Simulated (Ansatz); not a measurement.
Ge (diamond, Fd-3m), a = b = c = 5.672 Å, α = β = γ = 90.00°; the cell used has 2 atoms.

Relaxed with r²SCAN.

Q: Which orbitals make up the states near the band edges in plane-wave PAW r²SCAN (Ansatz code)?

A: Top 1 eV of the valence band: Ge 4p 97 %. Bottom 1 eV of the conduction band: Ge 4p 56 %, Ge 4s 35 %, outside the projected shells 8 %. Projections are on Löwdin-orthogonalised atomic valence shells; empty p or d shells of many metals are not among them.

Q: Tabulate the density of states.

A: States/eV per cell of 2 atoms, in 0.25 eV bins, energy from the valence-band maximum.

```
E (eV)  total  Ge 4p  Ge 4s
------  -----  -----  -----
-7.85    1.06   0.47   0.57
-7.60    0.90   0.43   0.47
-7.35    0.63   0.29   0.34
-7.10    0.51   0.23   0.27
-6.85    0.43   0.20   0.23
-6.60    0.37   0.17   0.20
-6.35    0.32   0.15   0.16
-6.10    0.28   0.13   0.15
-5.85    0.25   0.12   0.13
-5.60    0.21   0.10   0.11
-5.35    0.19   0.09   0.09
-5.10    0.17   0.08   0.08
-4.85    0.15   0.07   0.07
-4.60    0.17   0.11   0.06
-4.35    1.02   0.94   0.07
-4.10    1.20   1.10   0.08
-3.85    1.04   0.95   0.08
-3.60    1.06   0.97   0.08
-3.35    1.23   1.15   0.07
-3.10    1.50   1.41   0.07
-2.85    1.41   1.33   0.06
-2.60    1.35   1.28   0.05
-2.35    1.27   1.21   0.05
-2.10    1.23   1.18   0.04
-1.85    1.17   1.13   0.03
-1.60    1.10   1.07   0.02
-1.35    0.76   0.73   0.02
-1.10    0.50   0.49   0.01
-0.85    0.36   0.35   0.01
-0.60    0.24   0.24   0.00
-0.35    0.13   0.13   0.00
-0.10    0.04   0.04   0.00
0.15     0.00   0.00   0.00
0.40     0.00   0.00   0.00
0.65     0.03   0.01   0.02
0.90     0.17   0.09   0.07
1.15     0.47   0.27   0.16
1.40     0.81   0.48   0.26
1.65     1.13   0.69   0.33
1.90     1.69   1.06   0.47
2.15     1.69   1.08   0.46
2.40     1.09   0.69   0.28
2.65     0.94   0.62   0.21
2.90     0.89   0.59   0.18
3.15     1.16   0.77   0.24
3.40     0.86   0.62   0.14
3.65     1.04   0.81   0.12
3.90     2.00   1.55   0.15
4.15     1.24   0.94   0.11
4.40     1.17   0.88   0.10
4.65     0.98   0.75   0.07
4.90     1.07   0.78   0.06
5.15     1.50   1.02   0.08
```

The r²SCAN relaxation kept the symmetry of its start. Spin–orbit coupling is left out wherever it is not named.

Potentials: the earlier of the program's two PAW sets.
